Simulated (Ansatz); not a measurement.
## MnHg (Pm-3m): spiral energies by the generalised Bloch theorem

The geometry is a structure as deposited in COD, held fixed and not relaxed.

Functional, mesh and filling: LDA, 12×12×12 k mesh, Fermi–Dirac smearing of 0.1 eV. PAW means Ansatz 0.2.0 on its default frozen-core files. Site moments are integrated in spheres about the atoms.

Input of the first run:

```yaml
crystal:
  lattice:
    - [3.315, 0.0, 0.0]
    - [0.0, 3.315, 0.0]
    - [0.0, 0.0, 3.315]
  atoms:
    - { symbol: Mn, position: [0.5, 0.5, 0.5], spin: 3.7, spin_axis: [1.0, 0.0, 0.0] }
    - { symbol: Hg, position: [0.0, 0.0, 0.0] }
magnetization:
  noncollinear: true
  spin_spiral: { q: [0.0, 0.0, 0.0] }
kpoints:
  mp_grid: { grid: [12, 12, 12] }
scf:
  occupations: { method: fermi_dirac, width: 0.1 }
  lower_state_search: "off"
hamiltonian:
  xc: lda
  pseudopotentials: { kind: paw }
output:
  eigenvalues: false
```

Command: `ansatz run input.yaml --threads 2 --pin off --max-ram 5120MiB --backend cpu --events-out ev --progress --plain --runs-dir out`

The input for «spiral at 0.833 of the way from Γ to X» by PAW differs from it in these lines, output keys apart:

```diff
-  spin_spiral: { q: [0.0, 0.0, 0.0] }
+  spin_spiral: { q: [0.0, 0.4166666667, 0.0] }
-  mp_grid: { grid: [12, 12, 12] }
+  mp_grid: { grid: [12, 12, 12], shift: [0.0, 0.5, 0.0] }
```

Flat spirals without spin–orbit coupling: moments start in the xy plane and turn about z by q·R from cell to cell, and their directions inside a cell are free. q runs from Γ to X = (0.000, 0.500, 0.000) in reciprocal cell vectors. Energies count from each method's run at q = 0. Each q is a vector of the k mesh, and the mesh is shifted by q/2 where needed, so that both spin components are sampled on the same points as at q = 0.

```
fraction of Γ–X  q (1/Å)  ΔF PAW (meV/cell)  largest moment, PAW (μB)
          0.000    0.000                0.0                      3.73
          0.167    0.158               -5.5                      3.74
          0.333    0.316                  ?                      3.74
          0.500    0.474              -29.4                      3.74
          0.667    0.632              -37.9                      3.75
          0.833    0.790              -43.6                      3.74
          1.000    0.948                  ?                      3.75
```

Problem. What belongs in the row "1.000", column "ΔF PAW (meV/cell)"?

Solution. -45.5.

Problem. Fill in "ΔF PAW (meV/cell)" for the row "0.333".

Solution. -18.0.

The lowest point lies at 1.000 of the way, 45.5 meV/cell under q = 0, so the antiferromagnetic state at the zone boundary wins along this line.

Problem. The line ends at half a reciprocal vector. Fit ΔF(f) = A₁(1 − cos πf) + A₂(1 − cos 2πf) to the PAW points, leaving out f = 0.333. What does it give?

Solution. A₁ = -22.5 and A₂ = -3.2 meV/cell, with a worst miss of 0.8 meV. At f = 0.333 the fit gives -16.1 meV against the computed -18.0. In a Heisenberg model A₁ and A₂ sum the couplings to the first and second lattice planes normal to q.

Problem. A further pair of PAW runs: spiral at 0.833 of the way from Γ to X, mesh halved and not shifted, against the same at q = 0. What is the energy difference?

Solution. -46.9 meV/cell, with a largest moment of 3.75 μB. The halved mesh isn't converged.

The PAW files were made with PBE; the program remakes their cores once for the run's functional and then keeps them frozen. The Ansatz runs typed with the search for lower states off end where their start leads. Spin–orbit coupling is left out although heavy atoms are present. These are results for the start and cell typed. The real compound can order otherwise, in a larger cell, or not at all, since semilocal functionals at zero temperature often overstate magnetism.
